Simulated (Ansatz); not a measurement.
An elastic tensor (GPa, Voigt order, standard axes) from PBE (plane waves, PAW; program Ansatz):

```
 117  52.0  38.7   0.0   0.0   0.0
52.0   117  38.7   0.0   0.0   0.0
38.7  38.7   132   0.0   0.0   0.0
 0.0   0.0   0.0  28.7   0.0   0.0
 0.0   0.0   0.0   0.0  28.7   0.0
 0.0   0.0   0.0   0.0   0.0  32.5
```

Task: Which compound is it?
A) ZnS, P6_3mc (Pearson symbol hP16)
B) AlP, NiAs type
C) MgTe, P6_3mc (Pearson symbol hP12)
D) NiSb, NiAs type

Result: A, ZnS, P6_3mc (Pearson symbol hP16)

The workflow started from an entry of the Crystallography Open Database (COD). Its sites differ from those of the usual phase in this space group: another stacking or structure type. The PBE relaxation kept the symmetry of its start; whether a distortion lowers the energy is not shown.

Potentials: the later of the program's two PAW sets.
